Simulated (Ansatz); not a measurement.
**YSi2Au2: relaxation (Ansatz)**

Input:

```yaml
crystal:
  lattice:
    - [0.0, 4.269898, 0.0]
    - [4.269898, 0.0, 0.0]
    - [2.134949, 2.134949, -4.953864]
  atoms:
    - { symbol: Au, position: [0.75, 0.25, 0.5] }
    - { symbol: Au, position: [0.25, 0.75, 0.5] }
    - { symbol: "Y", position: [0.0, 0.0, 0.0] }
    - { symbol: Si, position: [0.363, 0.363, 0.274] }
    - { symbol: Si, position: [0.637, 0.637, 0.726] }
  symmetry: { tolerance: 0.0003 }
kpoints:
  mp_grid: { grid: [7, 7, 7], shift: [0, 0, 0] }
magnetization:
  spin_polarized: false
scf:
  occupations: { method: fermi_dirac }
  lower_state_search: "off"
hamiltonian:
  pseudopotentials: { kind: paw }
  xc: r2scan
basis:
  ecutwfc: 500
  fft_grid_basis: typed
relax:
  max_steps: 80
  cell: { p_target: 0.0 }
  f_tol: 0.03
output:
  forces: true
  stress: true
  eigenvalues: true
  bader: true
  populations: true
  elf: true
  write_potential: true
  volumetric_format: npy
  dos:
    e_range: [-12, 8]
    de: 0.05
    projected: { site_lists: { Au: [Au], Si: [Si], "Y": ["Y"] } }
checkpoint:
  read: saved_state
```

Launch command:

```bash
ansatz run input.yaml --threads 2 --pin off --max-ram 2560MiB --backend cpu --events-out ev --progress --plain --runs-dir out
```

Origin of the cell: a known structure type with other elements, at an estimated volume, so it need not be a known compound.

The smearing width isn't typed, so it takes its default of 0.1 eV.

The saved state is a converged single point of the same cell.

Steps («new basis» is an SCF on plane waves selected anew at the same cell):

```json
{"step": "1", "ΔF (meV/atom)": "0.0", "max force component (eV/Å)": "3.366", "P (GPa)": "9.13", "volume (Å³)": "90.32", "SCF iterations": "5", "step was": "accepted"}
{"step": "2", "ΔF (meV/atom)": "-169.3", "max force component (eV/Å)": "0.070", "P (GPa)": "2.38", "volume (Å³)": "90.94", "SCF iterations": "7", "step was": "accepted"}
{"step": "3", "ΔF (meV/atom)": "-182.6", "max force component (eV/Å)": "0.174", "P (GPa)": "-1.04", "volume (Å³)": "92.89", "SCF iterations": "7", "step was": "accepted"}
{"step": "4", "ΔF (meV/atom)": "-181.8", "max force component (eV/Å)": "0.530", "P (GPa)": "0.54", "volume (Å³)": "91.30", "SCF iterations": "7", "step was": "rejected"}
{"step": "5", "ΔF (meV/atom)": "-184.9", "max force component (eV/Å)": "0.026", "P (GPa)": "-0.02", "volume (Å³)": "91.91", "SCF iterations": "10", "step was": "accepted"}
{"step": "6", "ΔF (meV/atom)": "-185.0", "max force component (eV/Å)": "0.026", "P (GPa)": "-0.02", "volume (Å³)": "91.91", "SCF iterations": "8", "step was": "new basis"}
```

Step 1, with forces in eV/Å:

```xyz
5
Lattice="0.000 4.270 0.000 4.270 0.000 0.000 2.135 2.135 -4.954" Properties=species:S:1:pos:R:3:forces:R:3 pbc="T T T" step=1
Au    2.135    4.270   -2.477    0.000    0.000    0.000
Au    4.270    2.135   -2.477    0.000    0.000    0.000
Y     0.000    0.000    0.000    0.000    0.000    0.000
Si    2.135    2.135   -1.357    0.000    0.000    3.366
Si    4.270    4.270   -3.597    0.000    0.000   -3.366
```

Step 2, with forces in eV/Å:

```xyz
5
Lattice="0.000 4.336 0.000 4.336 0.000 0.000 2.168 2.168 -4.838" Properties=species:S:1:pos:R:3:forces:R:3 pbc="T T T" step=2
Au    2.168    4.336   -2.419    0.000    0.000    0.000
Au    4.336    2.168   -2.419    0.000    0.000    0.000
Y     0.000    0.000    0.000    0.000    0.000    0.000
Si    2.168    2.168   -1.135    0.000    0.000    0.070
Si    4.336    4.336   -3.702    0.000    0.000   -0.070
```

Step 3, with forces in eV/Å:

```xyz
5
Lattice="0.000 4.295 0.000 4.295 0.000 0.000 2.147 2.147 -5.037" Properties=species:S:1:pos:R:3:forces:R:3 pbc="T T T" step=3
Au    2.147    4.295   -2.518    0.000    0.000    0.000
Au    4.295    2.147   -2.518    0.000    0.000    0.000
Y     0.000    0.000    0.000    0.000    0.000    0.000
Si    2.147    2.147   -1.155    0.000    0.000    0.174
Si    4.295    4.295   -3.882    0.000    0.000   -0.174
```

Step 5, with forces in eV/Å:

```xyz
5
Lattice="0.000 4.250 0.000 4.250 0.000 0.000 2.125 2.125 -5.088" Properties=species:S:1:pos:R:3:forces:R:3 pbc="T T T" step=5
Au    2.125    4.250   -2.544    0.000    0.000    0.000
Au    4.250    2.125   -2.544    0.000    0.000    0.000
Y     0.000    0.000    0.000    0.000    0.000    0.000
Si    2.125    2.125   -1.146    0.000    0.000    0.026
Si    4.250    4.250   -3.942    0.000    0.000   -0.026
```

Step 6, with forces in eV/Å:

```xyz
5
Lattice="0.000 4.250 0.000 4.250 0.000 0.000 2.125 2.125 -5.088" Properties=species:S:1:pos:R:3:forces:R:3 pbc="T T T" step=6
Au    2.125    4.250   -2.544    0.000    0.000    0.000
Au    4.250    2.125   -2.544    0.000    0.000    0.000
Y     0.000    0.000    0.000    0.000    0.000    0.000
Si    2.125    2.125   -1.146    0.000    0.000    0.026
Si    4.250    4.250   -3.942    0.000    0.000   -0.026
```

- Free energy lowered by: 185.0 meV/atom
- Volume change: 1.76 %
- Final pressure: -0.02 GPa
- Relaxation steps listed: 6

Caveats: no moments, though an odd count or open d shells may carry them; no spin-orbit coupling, though heavy elements are present; the relaxation held the start's symmetry, so the end may be a saddle point.

Time: 62 s on 2 threads of Intel(R) Xeon(R) Platinum 8375C CPU @ 2.90GHz (Ice Lake) (shared host), peak memory 0.74 GiB, from a saved density.
